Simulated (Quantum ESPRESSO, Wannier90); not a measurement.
# Tight-binding from DFT: CaPdF6 (R-3)

Materials Project entry mp-7922; symmetrised, unrelaxed at this level. COD (Crystallography Open Database) has an entry of this formula and space group (matched by these alone). Method: PBEsol plane waves in Quantum ESPRESSO 7.5 (PseudoDojo norm-conserving files, 68 Ry, no spin polarisation, no spin-orbit coupling), Bloch states on a 4×4×4 mesh through Γ, Wannier90 4.0.1. Density: 8×8×8 mesh, cold smearing 0.01 Ry.

```
begin unit_cell_cart
ang
   -2.5705051600    4.4522455382    0.0000000000
   -5.1410103199    0.0000000000    0.0000000000
   -2.5705051600    1.4840818461    4.8917930000
end unit_cell_cart
mp_grid = 4 4 4
```

Task: Which shells of neighbouring k-points and which b-vectors and weights does Wannier90 pick for this cell and mesh?

Result: 
```
 *---------------------------------- K-MESH ----------------------------------*
 +----------------------------------------------------------------------------+
 |                    Distance to Nearest-Neighbour Shells                    |
 |                    ------------------------------------                    |
 |          Shell             Distance (Ang^-1)          Multiplicity         |
 |          -----             -----------------          ------------         |
 |             1                   0.321109                      2            |
 |             2                   0.368689                      6            |
 |             3                   0.412676                      6            |
 |             4                   0.554782                      6            |
 |             5                   0.611085                      6            |
 |             6                   0.641010                      6            |
 |             7                   0.642217                      2            |
 |             8                   0.690315                     12            |
       ... (lines left out)
 +----------------------------------------------------------------------------+
 | The b-vectors are chosen automatically                                     |
 | The following shells are used:                       1,  2                 |
 +----------------------------------------------------------------------------+
 |                        Shell   # Nearest-Neighbours                        |
 |                        -----   --------------------                        |
 |                          1               2                                 |
 |                          2               6                                 |
 +----------------------------------------------------------------------------+
 | Completeness relation is fully satisfied [Eq. (B1), PRB 56, 12847 (1997)]  |
 +----------------------------------------------------------------------------+
 |                  b_k Vectors (Ang^-1) and Weights (Ang^2)                  |
 |                  ----------------------------------------                  |
 |            No.         b_k(x)      b_k(y)      b_k(z)        w_b           |
 |            ---        --------------------------------     --------        |
 |             1         0.000000    0.000000    0.321109     3.956519        |
 |             2         0.000000    0.000000   -0.321109     3.956519        |
 |             3        -0.305542   -0.176405   -0.107036     2.677918        |
 |             4         0.000000    0.352810   -0.107036     2.677918        |
 |             5        -0.305542    0.176405    0.107036     2.677918        |
 |             6         0.305542    0.176405    0.107036     2.677918        |
 |             7         0.000000   -0.352810    0.107036     2.677918        |
 |             8         0.305542   -0.176405   -0.107036     2.677918        |
```
